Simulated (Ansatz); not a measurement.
With plane-wave PAW PBE (Ansatz code), BP in the cubic phase (Pm-3n; B on 6d, P on 6c) relaxes to a = 5.594 Å. Against the elements it lies at -0.14 eV/atom, with no fitted shifts.

The Kohn–Sham gap is 0.63 eV (indirect). The valence maximum lies at Γ and the conduction minimum on the Γ–X line, 85 % of the way from Γ (6 equivalent valleys). Electrons at the band edge weigh 0.36, 0.36, 0.64 mₑ (principal values).

An equation-of-state fit gives a bulk modulus of 123 GPa.

The start of the workflow was typed in or built on a structure type; neither database checked (COD, Materials Project) lists it. It is not the phase usual at ambient conditions (space group No. 216). Symmetry was held in the PBE relaxation; its stability against distortions is not shown here. The references are the lowest solids computed at this level, not always the standard phases.

Potentials: the earlier of the program's two PAW sets.
